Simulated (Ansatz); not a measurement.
Cd$_{2}$TeSe in space group P3m1 (No. 156; Cd on 1c, Cd on 1a, Te on 1a, Se on 1c) at seven volumes, PBEsol in the plane-wave PAW code Ansatz, shape and atoms relaxed at each. One row is withheld.

| V (Å³/atom) | P (GPa) |
|---|---|
| 28.284 | ? |
| 29.217 | 3.26 |
| 30.149 | 1.49 |
| 31.082 | 0.00 |
| 32.014 | -1.25 |
| 32.947 | -2.31 |
| 33.879 | -3.20 |

Fit the shown pressures and predict the withheld one.

P = (3/2)B₀(x^(7/2) − x^(5/2))[1 + (3/4)(B′ − 4)(x − 1)] with x = (V₀/V)^(2/3). Least squares on the six rows gives V₀ = 31.083 Å³/atom, B₀ = 45.5 GPa, B′ = 4.72. At V = 28.284, x = 1.0649 and P = 5.37 GPa. The run itself gave 5.35 GPa.

The first step of the workflow began from a Materials Project structure, measured or hypothetical; the Crystallography Open Database copy checked does not list it. Whether it is the stable phase at ambient conditions was not checked. Symmetry was held in the PBEsol relaxation; of distortions, only those at the zone centre were tested. Spin–orbit coupling is left out wherever it is not named.

Potentials: the later of the program's two PAW sets.
